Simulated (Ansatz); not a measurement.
CaTiN2:
```xyz
16
Lattice="6.0253 0.0000 0.0000 0.0000 7.3638 0.0000 0.0000 0.0000 5.2899" Properties=species:S:1:pos:R:3 pbc="T T T"
Ca     0.5251     4.5699     5.1490
Ca     5.5002     2.7939     2.5041
Ca     3.5378     6.4758     5.1490
Ca     2.4875     0.8880     2.5041
Ti     0.3996     0.9309     5.2811
Ti     5.6257     6.4329     2.6361
Ti     3.4123     2.7510     5.2811
Ti     2.6131     4.6128     2.6361
N      0.2701     0.6842     1.8672
N      5.7553     6.6796     4.5122
N      3.2827     2.9977     1.8672
N      2.7426     4.3661     4.5122
N      0.7057     4.8632     2.3029
N      5.3196     2.5006     4.9479
N      3.7184     6.1825     2.3029
N      2.3070     1.1813     4.9479
```

Relaxed with r²SCAN. Special points in fractions of this cell's reciprocal vectors: Γ (0.000, 0.000, 0.000); X (0.500, 0.000, 0.000); S (0.500, 0.500, 0.000); Y (0.000, 0.500, 0.000); Z (0.000, 0.000, 0.500); U (0.500, 0.000, 0.500); R (0.500, 0.500, 0.500); T (0.000, 0.500, 0.500).

Q: List the band energies nearest the valence-band maximum at these points for r²SCAN (plane waves, PAW; program Ansatz).

A: In eV from the valence-band maximum; about four levels below and three above (degenerate sets whole), none deeper than 8.9 eV; points with the same levels are listed once.

| k | below | above |
|---|---|---|
| Γ | -0.88 -0.64 -0.45 0.00 | 2.46 2.92 2.96 |
| X | -0.72 -0.72 -0.53 -0.53 | 2.51 2.51 3.06 3.06 |
| S | -0.69 -0.69 -0.67 -0.67 | 2.70 2.70 2.85 2.85 |
| Y | -0.80 -0.80 -0.51 -0.51 | 2.74 2.74 3.07 3.07 |
| Z | -0.70 -0.70 -0.63 -0.63 | 3.08 3.08 3.37 3.37 |
| U | -0.71 -0.71 -0.71 -0.71 | 3.51 3.51 3.51 3.51 |
| R | -0.81 -0.81 -0.73 -0.73 | 3.37 3.37 3.70 3.70 |
| T | -1.07 -1.07 -0.37 -0.37 | 3.09 3.09 3.26 3.26 |

Space group Pna2_1. The start of the workflow was typed in or built on a structure type; neither database checked (COD, Materials Project) lists it. COD files the formula under space group No. 31, 59, so this cell is another polymorph or a model. Its standing as an ambient phase is unchecked. The cell was relaxed with r²SCAN under the symmetry of its start; whether a distortion lowers the energy is not shown. The workflow began spin-polarised and lost its moments.

Potentials: the earlier of the program's two PAW sets.
